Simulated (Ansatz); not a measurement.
SnSe2: field gradients at two levels of theory

Cell: a structure deposited in the COD, its atoms then relaxed with PBE in this cell.

```cif
data_structure
_symmetry_space_group_name_H-M 'P 1'
_symmetry_Int_Tables_number 1
_cell_length_a 3.8110
_cell_length_b 3.8110
_cell_length_c 6.1360
_cell_angle_alpha 90.000
_cell_angle_beta 90.000
_cell_angle_gamma 120.000
_cell_volume 77.18
loop_
_atom_site_label
_atom_site_type_symbol
_atom_site_fract_x
_atom_site_fract_y
_atom_site_fract_z
_atom_site_occupancy
Sn1 Sn 0.00000 0.00000 0.00000 1
Se2 Se 0.33333 0.66667 0.26170 1
Se3 Se 0.66667 0.33333 0.73830 1
```

Sites (sets of like atoms) are named by element and the number of their first atom in this list.

First run. Level of theory: DFT, PBE, plane waves and PAW, scalar-relativistic, 420 eV cutoff, Γ-centred 13×13×7 k-points, Fermi–Dirac smearing 0.02 eV (Ansatz 0.2.0).

| site | atom | V_zz (10²¹ V/m²) | η |
| --- | --- | --- | --- |
| Sn | 1 | -0.18 | 0.00 |
| Se | 2 | -4.64 | 0.00 |

Second run. The same atoms and settings, except that the functional is PBEsol.

Task: What does the second run give?

Result: 

```csv
site,atom,V_zz,η,change of V_zz
Sn,1,-0.16,0.00,+0.02
Se,2,-4.57,0.00,+0.07
```

The largest change of V_zz is on Se, from -4.64 to -4.57. In per cent, |V_zz| changes by -1 on Se (all sites that start above 0.5).

Without spin–orbit coupling (the program notes it for Sn) the gradients can shift somewhat, as the gap is small.
For the second run: With a gap of 0.5 eV on this mesh, the gradients can still move by some per cent as the k-mesh gets denser.
